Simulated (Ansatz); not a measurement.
MoN2:
```xyz
6
Lattice="4.2904 0.0000 0.0000 0.0000 4.2904 0.0000 0.0000 0.0000 2.7240" Properties=species:S:1:pos:R:3 pbc="T T T"
Mo     2.1452     2.1452     0.0000
Mo     0.0000     0.0000     0.0000
N      3.8069     1.6617     1.3620
N      0.4835     2.6287     1.3620
N      2.6287     3.8069     1.3620
N      1.6617     0.4835     1.3620
```

Relaxed with PBEsol. Special points in fractions of this cell's reciprocal vectors: Γ (0.000, 0.000, 0.000); X (0.000, 0.500, 0.000); M (0.500, 0.500, 0.000); Z (0.000, 0.000, 0.500); R (0.000, 0.500, 0.500); A (0.500, 0.500, 0.500).

Task: List the band energies nearest the Fermi level at these points for PBEsol in the plane-wave PAW code Ansatz.

Result: In eV from the Fermi level; about four levels below and three above (degenerate sets whole), none deeper than 8.9 eV; points with the same levels are listed once.

```csv
k,below,above
Γ,-3.19 -3.19 -2.44 -1.86,0.61 0.61 1.05
X,-1.26 -1.26 -0.44 -0.44,2.30 2.30 3.46 3.46
M,-4.00 -4.00 -0.92 -0.92,0.49 0.49 0.55 0.55
Z,-3.28 -2.80 -2.14 -2.14,0.75 1.04 2.21
R,-2.59 -2.59 -1.14 -1.14,2.65 2.65 3.25 3.25
A,-5.43 -5.43 -1.45 -1.45,2.56 2.56 3.59 3.59
```

Space group P4/mbm. The first step of the workflow began from a Materials Project structure, measured or hypothetical; the Crystallography Open Database copy checked does not list it. Whether it is the stable phase at ambient conditions was not checked. The PBEsol relaxation kept the symmetry of its start; its stability against distortions is not shown here. The run is not spin-polarised. Scalar-relativistic: spin–orbit coupling is off unless named, which matters more the heavier the elements.

Potentials: the later of the program's two PAW sets.
